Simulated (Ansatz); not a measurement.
Relaxed-ion elastic tensor of CeN (rock salt, Fm-3m) in GPa (Voigt order), PBEsol (plane waves, PAW; program Ansatz); density 8.24 g/cm³, 15.52 Å³ per atom.

```
 301  98.5  98.5   0.0   0.0   0.0
98.5   301  98.5   0.0   0.0   0.0
98.5  98.5   301   0.0   0.0   0.0
 0.0   0.0   0.0  67.6   0.0   0.0
 0.0   0.0   0.0   0.0  67.6   0.0
 0.0   0.0   0.0   0.0   0.0  67.6
```

### Question
Is the crystal mechanically stable?

### Answer
Yes: the smallest eigenvalue of C is 67.6 GPa.

### Question
Work out the Voigt, Reuss and Hill averages.

### Answer
K_V = 166, K_R = 166, K_H = 166; G_V = 81.0, G_R = 78.0, G_H = 79.5 GPa.

### Question
Give Young's modulus, Poisson's ratio, Pugh's ratio and the universal anisotropy index.

### Answer
E = 9KG/(3K + G) = 206 GPa; ν = 0.29; K/G = 2.09 (ductile by the Pugh limit of 1.75); A_U = 5G_V/G_R + K_V/K_R − 6 = 0.20.

### Question
Estimate the sound speeds and the Debye temperature.

### Answer
v_l = √((K + 4G/3)/ρ) = 5740 m/s, v_t = √(G/ρ) = 3110 m/s, mean 3470 m/s; Θ = (h/k)(3n/4πV)^(1/3) v_m = 414 K.

### Question
Give the Zener ratio and Young's modulus along [100], [110] and [111].

### Answer
A = 2C44/(C11 − C12) = 0.67; 1/E = S11 − 2(S11 − S12 − S44/2)Γ with Γ = 0, 1/4, 1/3 gives 252, 193, 179 GPa.

### Question
Solve the Christoffel equation for the three sound speeds along [100], [110], [111].

### Answer
Eigenvalues of C_ijkl n_j n_l equal ρv². In km/s, slowest first: [100] 2.86, 2.86, 6.04; [110] 2.86, 3.50, 5.69; [111] 3.30, 3.30, 5.57.

The workflow started from a Materials Project entry (that database holds measured and hypothetical structures alike); the Crystallography Open Database files this formula in space group No. 225, but the cells were not matched. Its standing as an ambient phase is unchecked. The cell was relaxed with PBEsol under the symmetry of its start; its stability against distortions is not shown here. The workflow began spin-polarised and lost its moments. The 4f shell is in the valence. No Hubbard U is applied. As this level gives no gap, shear constants depend on the k-mesh and smearing (Fermi–Dirac, 0.1 eV here). On the denser mesh and wider smearing of the elastic run this cell carries a stress of 0.7 GPa. Scalar-relativistic: spin–orbit coupling is off unless named, which matters more the heavier the elements.

Potentials: the later of the program's two PAW sets.
